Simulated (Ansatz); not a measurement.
Ansatz input

```yaml
crystal:
  lattice:
    - [0.0, 4.3860266073, 4.3860266073]
    - [4.3860266073, 0.0, 4.3860266073]
    - [4.3860266073, 4.3860266073, 0.0]
  atoms:
    - { symbol: Ba, position: [0.125, 0.125, 0.125] }
    - { symbol: Ba, position: [0.875, 0.875, 0.875] }
hamiltonian:
  xc: r2scan
  pseudopotentials:
    kind: paw
    azcp:
      Ba: "pseudopotentials/Ba.paw.azcp"
basis:
  ecutwfc: 500
  fft_grid_basis: typed
kpoints:
  mp_grid: { grid: [6, 6, 6], shift: [0, 0, 0] }
magnetization:
  spin_polarized: false
scf:
  occupations: { method: fermi_dirac, width: 0.1 }
relax:
  max_steps: 60
  f_tol: 0.01
  cell: {}
```

and its output:

```
Engine: ansatz 0.2.0, x86_64-unknown-linux-gnu
Pseudopotentials: kind: paw
Pseudopotential: Ba, paw, valence charge 10, recommended cutoff 500 eV (meta_gga) 
Functional definition: r2SCAN
  parameter k0 = 0.174
  parameter k1 = 0.065
  parameter a1 = 4.9479
  exchange = r2scan_x(k0 = k0, k1 = k1, a1 = a1)
  correlation = r2scan_c
Crystal: 2 atoms, lattice volume = 168.750 Å³
Basis set: ecut = 500 eV, 4279 PW (Γ), exchange–correlation on 192×192×192 points (64 copies of the dense FFT grid, shifted against one another)
Bands: 14, of which v1, the nominal top of the filled ones, is band 10 counted from 1 (9 counted from 0)
Symmetry: 48 space group operations
Space group: Fd-3m (ITA 227), of the structure as read, at distance tolerance 5.5e-5 Å
k-points: 16 of 216
Non-local potential: Ba, projectors of the file, l = 0: 3, l = 1: 2, l = 2: 2, l = 3: 2
PAW form: soft (Blöchl's): semilocal exchange-correlation on the pseudo side does not see the compensation charge
PAW frozen core: Ba, regenerated for the run's functional (the file was generated under x = pbe(κ = 0.804, μ = 0.2195149727645171), c = pbe(β = 0.06672455060314922))
PAW one-centre angular grid: Ba, 302 points (default); XC on 160 Gauss nodes
Initial density: superposition of atomic densities (neutral atoms: chi_scale 0, normalization atom), corrected by the library's trained network
Initial wavefunctions: pseudopotential atomic-orbital guess
Functional: x = r2scan, c = r2scan; τ floored in thin density (d = 2e-4 eV/Å³)
SCF iter   1: F=—  HF=-11926.675134 eV  |F-HF|=—  |Δ(HF+E_count)|=         —  Δρ=4.43e-3  dr2=7.96e-2  dr2_τ=2.94e-3  ethr=1.77e-3  ⟨swp⟩=9.1  Hψ=1619  notcnv=0
SCF iter   2: F=—  HF=-11926.867871 eV  |F-HF|=—  |Δ(HF+E_count)|=   1.93e-1  Δρ=3.54e-3  dr2=7.32e-2  dr2_τ=5.45e-4  ethr=3.98e-4  ⟨swp⟩=2.6  Hψ=545  notcnv=0
SCF iter   3: F=—  HF=-11926.871167 eV  |F-HF|=—  |Δ(HF+E_count)|=   3.30e-3  Δρ=1.70e-3  dr2=2.35e-2  dr2_τ=1.68e-4  ethr=3.66e-4  ⟨swp⟩=2.2  Hψ=308  notcnv=0
SCF iter   4: F=—  HF=-11926.873428 eV  |F-HF|=—  |Δ(HF+E_count)|=   2.26e-3  Δρ=1.13e-3  dr2=9.40e-3  dr2_τ=1.65e-5  ethr=1.17e-4  ⟨swp⟩=1.8  Hψ=244  notcnv=0
SCF iter   5: F=—  HF=-11926.874181 eV  |F-HF|=—  |Δ(HF+E_count)|=   7.53e-4  Δρ=5.99e-4  dr2=2.50e-3  dr2_τ=2.62e-6  ethr=4.70e-5  ⟨swp⟩=1.9  Hψ=254  notcnv=0
SCF iter   6: F=—  HF=-11926.874931 eV  |F-HF|=—  |Δ(HF+E_count)|=   7.50e-4  Δρ=1.11e-4  dr2=7.21e-5  dr2_τ=1.74e-7  ethr=1.25e-5  ⟨swp⟩=3.0  Hψ=433  notcnv=0
SCF iter   7: F=—  HF=-11926.874987 eV  |F-HF|=—  |Δ(HF+E_count)|=   5.54e-5  Δρ=4.58e-5  dr2=7.19e-6  dr2_τ=2.95e-8  ethr=3.61e-7  ⟨swp⟩=2.1  Hψ=404  notcnv=0
...
iter 1 solved again at ethr=1.21e-7 eV; its pass at ethr=3.10e-3 eV (dr2=2.42e-5 eV) is discarded
SCF iter   1: F=—  HF=-11927.225050 eV  |F-HF|=—  |Δ(HF+E_count)|=         —  Δρ=4.38e-5  dr2=1.50e-7  dr2_τ=9.72e-7  ethr=1.21e-7  ⟨swp⟩=3.4  Hψ=2427  notcnv=0
SCF iter   2: F=—  HF=-11927.225052 eV  |F-HF|=—  |Δ(HF+E_count)|=   2.05e-6  Δρ=2.28e-5  dr2=4.10e-8  dr2_τ=1.88e-7  ethr=7.49e-10  ⟨swp⟩=2.0  Hψ=395  notcnv=0
SCF iter   3: F=—  HF=-11927.225053 eV  |F-HF|=—  |Δ(HF+E_count)|=   6.91e-7  Δρ=1.70e-6  dr2=3.65e-9  dr2_τ=4.11e-10  ethr=2.05e-10  ⟨swp⟩=2.0  Hψ=398  notcnv=0
SCF iter   4: F=—  HF=-11927.225053 eV  |F-HF|=—  |Δ(HF+E_count)|=   3.67e-9  Δρ=4.86e-7  dr2=7.68e-10  dr2_τ=4.09e-11  ethr=1.82e-11  ⟨swp⟩=2.0  Hψ=381  notcnv=0
SCF iter   5: F=—  HF=-11927.225053 eV  |F-HF|=—  |Δ(HF+E_count)|=  2.56e-10  Δρ=3.60e-7  dr2=1.85e-10  dr2_τ=1.98e-11  ethr=3.84e-12  ⟨swp⟩=2.2  Hψ=298  notcnv=0
SCF iter   6: F=-11927.225053 eV  HF=-11927.225053 eV  |F-HF|=1.27e-11  |Δ(HF+E_count)|=  3.35e-10  Δρ=1.11e-7  dr2=1.78e-11  dr2_τ=1.10e-12  ethr=1.00e-12  ⟨swp⟩=4.8  Hψ=1181  notcnv=0
SCF 8 converged in 6 iterations: F = -11927.225053 eV  dr2 = 1.78e-11
relax step   8: F+E_penalty+E_count = -11927.22505302 eV  Δ(F+E_penalty+E_count) = +2.940e-4 eV  max|allowed force component| = 4.973e-17 eV/Å  Δτ_max = 0.0000 Å  P = -0.024 GPa  Ω = 109.057 Å³  stress off target by 2.36e-2 GPa  SCF on the basis re-selected at this cell (its energy is not comparable with the rows above)  (6 SCF iters)
basis re-selected at this cell: Δ(F+E_penalty+E_count) = +2.940e-4 eV, ΔP = +0.001 GPa vs the last step (what re-selecting the basis moved, of the pressure what is left beyond the Pulay correction that the steps carried, after the strain that the cell walked since its last selection, with what the two solves' SCF thresholds leave and, on support functions, any second-order correction that the steps lacked; it is no measure of the basis error at this ecutwfc). The dense FFT grid was sized anew with the basis: this SCF ran on 40×40×40 points, the steps before it on 48×48×48, so part of this shift can come from that change (see relax.cell in the input reference). This SCF's stress stands 2.36e-2 GPa from its target on what of the cell is left free (relax.cell.stress_tol is 5.00e-2 GPa) and its largest allowed force component is 4.97e-17 eV/Å (relax.f_tol is 1.00e-2 eV/Å): within both
SCF converged after 6 iterations
Free energy (F): -11927.225053 eV
Harris-Foulkes:  -11927.225053 eV  (|F-HF|=1.27e-11)
Internal energy: -11927.148859 eV  (E = F + TS)
E sigma→0 (E₀):  -11927.186956 eV
Entropy (-TS):   -0.076194 eV (-38.097 meV/atom)
Fermi energy:    6.769047 eV
--- Per-component energies (eV) ---
  E_band       = -168.170560
  E_kinetic    = 338.962240
  E_local      = -809.598187  (includes V_loc(G=0)·N_el)
  E_nonlocal   = 112.589458
  E_hartree    = 269.868941
  E_xc         = -312.779128
  E_vxc        = -293.277840  (∫ρ·V_xc dr)
  E_paw        = -10503.564425  (= ΣΔE_a)
  E_vpaw       = -70.887894  (= ΣTr[D̂ρ^β])
  E_aug_tail   = -0.000002  (compensation charges beyond the density's cutoff)
  E_vtau       = 14.303903  (kinetic-family band-sum trace: ∫τ·v_τ [+ j·A + Jᵃ·Aᵃ] dr)
  E_ewald      = -1022.768588
  E_core_change = 0.140832  (= ΣΔE_core)
  E_smearing   = -0.076194  (= −TS)
  E_closure    = -0.000000  (closes the sum)
  Σ components = -11927.225053   (vs F -11927.225053, Δ=0.00e0)
--- Forces (eV/Å), atoms counted from 1 ---
  atom   1  Ba     0.00000000     0.00000000     0.00000000
  atom   2  Ba     0.00000000    -0.00000000    -0.00000000
  max |Σ_I F_I| component: 2.31e-17 eV/Å
--- Stress (GPa, compression-positive) ---
       -0.023624      -0.000000       0.000000
       -0.000000      -0.023624      -0.000000
        0.000000      -0.000000      -0.023624
  P = ⅓ Tr σ = -0.0236 GPa (-0.236 kbar)
--- Relaxed structure (7 steps of the walk, 7 accepted, 1 SCFs on fresh bases) ---
  F+E_penalty+E_count = -11927.22505302 eV   max|allowed force component| = 4.973e-17 eV/Å   (the final SCF, on the basis selected at the relaxed cell)
  cell:  # Å, volume = 109.0575 Å³
    - [4.9552493243055844e-33, 3.792059270986436, 3.792059270986436]
    - [3.792059270986436, 1.0381820293878535e-33, 3.792059270986436]
    - [3.792059270986436, 3.792059270986436, -8.980593207978477e-34]
  atoms:
    - { symbol: Ba, position: [0.125, 0.125, 0.125] }
    - { symbol: Ba, position: [0.8750000000000001, 0.8750000000000001, 0.8750000000000001] }
```

Launched by

```sh
ansatz run input.yaml --threads 1 --pin off --max-ram 3584MiB --backend cpu --events-out ev --progress --plain --runs-dir out
```

On 1 thread of Intel(R) Xeon(R) Platinum 8259CL CPU @ 2.50GHz (Skylake/Cascade Lake) (shared host) this took about 71 s of wall time and 71 s of CPU time.
